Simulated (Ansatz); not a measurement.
# Ansatz 0.2.0, relaxation: MnBr2

input.yaml:

```yaml
crystal:
  lattice:
    - [3.959301, 0.0, 0.0]
    - [-1.97965, 3.428856, 0.0]
    - [0.0, -2.2859, 6.305924]
  atoms:
    - { symbol: Mn, position: [0.0, 0.0, 0.0] }
    - { symbol: Br, position: [0.25, 0.5, 0.75] }
    - { symbol: Br, position: [0.75, 0.5, 0.25] }
  symmetry: { tolerance: 0.0003 }
kpoints:
  mp_grid: { grid: [6, 6, 6], shift: [0, 0, 0] }
magnetization:
  spin_polarized: false
scf:
  occupations: { method: fermi_dirac, width: 0.025 }
hamiltonian:
  pseudopotentials: { kind: paw }
  xc: lda
  hubbard: { sites: [{ species: Mn, l: d, u_eff: 8.0 }], double_counting: amf }
basis:
  ecutwfc: 500
output:
  forces: true
  stress: true
  eigenvalues: true
relax:
  max_steps: 40
  cell: {}
```

Run with:

```bash
ansatz run input.yaml --threads 1 --pin off --max-ram 2560MiB --backend cpu --events-out ev --progress --plain --runs-dir out
```

Origin of the cell: a known structure type with other elements, at an estimated volume, so it need not be a known compound.

Output (shortened):

```
Mn: projections on atomic orbitals take those of the free atom [Ne] 3s2 3p6 3d5 4s2, of charge +0.00 (hamiltonian.pseudopotentials.projection_atoms); the dataset's partial waves leave at most […]
Br: projections on atomic orbitals take those of the free atom [Ar 3d10] 4s2 4p5, of charge +0.00 (hamiltonian.pseudopotentials.projection_atoms); the dataset's partial waves leave at most 2. […]
Pseudopotentials: kind: paw
Pseudopotential: Mn, paw, valence charge 15, recommended cutoff 420 eV (normal), Mn.paw.azcp
Pseudopotential: Br, paw, valence charge 7, recommended cutoff 420 eV (normal), Br.paw.azcp
Functional definition: SPW92
  exchange = slater_x
  correlation = pw_c
Crystal: 3 atoms, lattice volume = 85.608 Å³
Basis set: ecut = 500 eV, 2171 PW (Γ)
Bands: 19, of which v1, the nominal top of the filled ones, is band 15 counted from 1 (14 counted from 0)
Symmetry: 12 space group operations
Space group: R-3m (ITA 166), of the structure as read, at distance tolerance 1.3e-3 Å
k-points: 32 of 216
[… 6 lines left out …]
Initial density: superposition of atomic densities (chi_scale 0.1, normalization cell, long waves of neutral atoms under a Hubbard term (reshape's long-wave potential 0.19 eV rms, cloud 2.59 Å wide))
Functional: x = slater, c = lda
SCF iter   1: F=—  HF=-9248.563327 eV  Δρ=4.45e-1  dr2=2.41e2
SCF iter   2: F=—  HF=-9617.509837 eV  Δρ=1.18e0  dr2=1.25e3  defer=12  recentre
SCF iter   3: F=—  HF=-9256.789516 eV  Δρ=4.69e-1  dr2=2.22e2  defer=15
SCF iter   4: F=—  HF=-9229.837955 eV  Δρ=1.07e-1  dr2=6.50e0
SCF iter   5: F=—  HF=-9232.075456 eV  Δρ=8.28e-2  dr2=4.54e0
SCF iter   6: F=—  HF=-9232.418146 eV  Δρ=3.17e-2  dr2=4.05e-1
SCF iter   7: F=—  HF=-9232.775530 eV  Δρ=3.07e-2  dr2=5.04e-1
SCF iter   8: F=—  HF=-9232.961502 eV  Δρ=3.51e-2  dr2=8.79e-1
SCF iter   9: F=—  HF=-9233.000785 eV  Δρ=2.24e-2  dr2=4.09e-1
SCF iter  10: F=—  HF=-9233.004681 eV  Δρ=1.18e-2  dr2=5.56e-2
[… 5 lines left out …]
SCF iter  16: F=—  HF=-9233.007826 eV  Δρ=1.30e-3  dr2=3.45e-4
SCF iter  17: F=—  HF=-9233.008351 eV  Δρ=8.20e-4  dr2=2.58e-4
SCF iter  18: F=—  HF=-9233.008416 eV  Δρ=7.07e-4  dr2=2.04e-4
SCF iter  19: F=—  HF=-9233.008426 eV  Δρ=6.22e-4  dr2=1.57e-4
SCF iter  20: F=—  HF=-9233.008429 eV  Δρ=4.44e-4  dr2=6.65e-5
SCF iter  21: F=—  HF=-9233.008438 eV  Δρ=2.76e-4  dr2=1.82e-5
SCF iter  22: F=—  HF=-9233.008447 eV  Δρ=1.25e-4  dr2=3.02e-6
SCF iter  23: F=—  HF=-9233.008449 eV  Δρ=6.12e-5  dr2=6.45e-7
SCF iter  24: F=—  HF=-9233.008450 eV  Δρ=3.17e-5  dr2=2.77e-7
SCF iter  25: F=-9233.008450 eV  HF=-9233.008450 eV  Δρ=1.60e-5  dr2=6.36e-8
relax step   1: F+E_penalty+E_count = -9233.008450 eV  Δ(F+E_penalty+E_count) = +0.000e0 eV  max|allowed force component| = 1.387e0 eV/Å  Δτ_max = 0.0000 Å  P = -8.956 GPa  Ω = 85.608 Å³  (25 […]
relax step   2: F+E_penalty+E_count = -9233.696385 eV  Δ(F+E_penalty+E_count) = -6.879e-1 eV  max|allowed force component| = 2.046e-1 eV/Å  Δτ_max = 0.1949 Å  P = -3.751 GPa  Ω = 77.505 Å³  e […]
relax step   3: F+E_penalty+E_count = -9233.778110 eV  Δ(F+E_penalty+E_count) = -8.172e-2 eV  max|allowed force component| = 3.428e-1 eV/Å  Δτ_max = 0.0296 Å  P = +2.014 GPa  Ω = 68.327 Å³  e […]
relax step   4: F+E_penalty+E_count = -9233.798774 eV  Δ(F+E_penalty+E_count) = -2.066e-2 eV  max|allowed force component| = 6.945e-2 eV/Å  Δτ_max = 0.0574 Å  P = -0.351 GPa  Ω = 68.775 Å³  e […]
relax step   5: F+E_penalty+E_count = -9233.800163 eV  Δ(F+E_penalty+E_count) = -1.389e-3 eV  max|allowed force component| = 1.336e-2 eV/Å  Δτ_max = 0.0004 Å  P = -0.079 GPa  Ω = 68.384 Å³  e […]
relax step   6: F+E_penalty+E_count = -9233.800351 eV  Δ(F+E_penalty+E_count) = -1.888e-4 eV  max|allowed force component| = 3.457e-4 eV/Å  Δτ_max = 0.0034 Å  P = +0.019 GPa  Ω = 68.106 Å³  e […]
relax step   7: F+E_penalty+E_count = -9233.799007 eV  Δ(F+E_penalty+E_count) = +1.344e-3 eV  max|allowed force component| = 4.979e-4 eV/Å  Δτ_max = 0.0000 Å  P = +0.009 GPa  Ω = 68.106 Å³  stress off target by 1.17e-2 GPa […]
SCF 7 converged in 12 iterations: F = -9233.799007 eV  dr2 = 2.87e-12
basis re-selected at this cell: Δ(F+E_penalty+E_count) = +1.344e-3 eV, ΔP = -0.010 GPa vs the last step (what re-selecting the basis moved, of the pressure what is left beyond the Pulay corre […]
SCF converged after 12 iterations
Free energy (F): -9233.799007 eV
Harris-Foulkes:  -9233.799007 eV  (|F-HF|=1.82e-12)
Internal energy: -9233.792581 eV  (E = F + TS)
E sigma→0 (E₀):  -9233.795794 eV
Entropy (-TS):   -0.006426 eV (-2.142 meV/atom)
Fermi energy:    6.135259 eV
--- Per-component energies (eV) ---
  E_band       = -368.358713
  E_kinetic    = 573.178693
  E_local      = -3545.139094  (includes V_loc(G=0)·N_el)
  E_nonlocal   = 394.678124
  E_hartree    = 1449.874585
  E_xc         = -634.634090
  E_vxc        = -353.984562  (∫ρ·V_xc dr)
  E_hubbard    = -5.934793  (on-site DFT+U / exact-exchange correction)
  E_vhub       = -11.869586  (the Hubbard potential's part of the band-sum identity)
  E_paw        = -5565.214341  (= ΣΔE_a)
  E_vpaw       = -324.971389  (= ΣTr[D̂ρ^β])
  E_aug_tail   = -0.000005  (compensation charges beyond the density's cutoff)
  E_ewald      = -1901.398636
  E_core_change = 0.796976  (= ΣΔE_core)
  E_smearing   = -0.006426  (= −TS)
  Σ components = -9233.799007   (vs F -9233.799007, Δ=0.00e0)
DFT+U double counting: amf (around mean field; hamiltonian.hubbard.double_counting)
--- Forces (eV/Å), atoms counted from 1 ---
  atom   1  Mn     0.000000     0.000000     0.000000
  atom   2  Br    -0.000000    -0.000000    -0.000498
  atom   3  Br     0.000000     0.000000     0.000498
  max |Σ_I F_I| component: 9.25e-18 eV/Å
--- Stress (GPa, compression-positive) ---
        0.011692       0.000000      -0.000000
        0.000000       0.011692      -0.000000
       -0.000000      -0.000000       0.003191
  P = ⅓ Tr σ = 0.0089 GPa (0.089 kbar)
Occupation matrices written to <dir>
--- Relaxed structure (6 steps of the walk, 6 accepted, 1 SCFs on fresh bases) ---
  F+E_penalty+E_count = -9233.799007 eV   max|allowed force component| = 4.979e-4 eV/Å   (the final SCF, on the basis selected at the relaxed cell)
  cell:  # Å, volume = 68.1057 Å³
    - [3.672966, -2.677e-7, -9.707e-8]
    - [-1.836483, 3.180882, -9.603e-7]
    - [-5.431e-10, -2.120586, 5.829334]
  atoms:
    - { symbol: Mn, position: [8.558e-19, 1.711e-18, 2.567e-18] }
    - { symbol: Br, position: [0.255545, 0.511090, 0.766635] }
    - { symbol: Br, position: [0.744455, 0.488910, 0.233365] }
```

Caveats: no spin polarisation, so a magnetic state may lie lower; the k mesh is coarse if the cell is a metal; the relaxation held the start's symmetry, so the end may be a saddle point.

The run took 18 s of wall time on 1 CPU thread(s) of a shared host, from the program's own first density.
